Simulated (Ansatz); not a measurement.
# Structures of Pd2Ru: which is lowest?

Plane-wave DFT in Ansatz with scalar-relativistic PAW potentials, cutoff 420 eV, Γ-centred meshes chosen by cell and gap, Gaussian smearing with energies taken to zero width. Every cell was relaxed (cell and atoms) in a run of its own, within the symmetry of its start. Functional: PBE.

Relaxed structures (starts from databases or built by putting these elements on another compound's sites):
A. Fd-3m, 6 atoms in the computed cell, a = 7.200 Å; sites (symmetry × multiplicity) Ru -43m × 8, Pd .-3m × 16; start: built
B. I4/mmm, 3 atoms in the computed cell, a = 3.299 Å, c = 8.244 Å; sites (symmetry × multiplicity) Ru 4/mmm × 2, Pd 4mm × 4; start: built

Problem. Rank them by energy. Could pressure change the order?

Solution.
```tsv
structure	group	E − E(lowest) (meV/atom)	V (Å³/atom)	gap on mesh (eV)
B	I4/mmm	0.0	14.95	0.00
A	Fd-3m	334	15.55	0.00
```

B is lowest, 334 meV/atom under A. The lowest is also the densest of these, so pressure wouldn't bring one of the others in at first order. Other structures may lie lower than all of these, and vibrations aren't counted.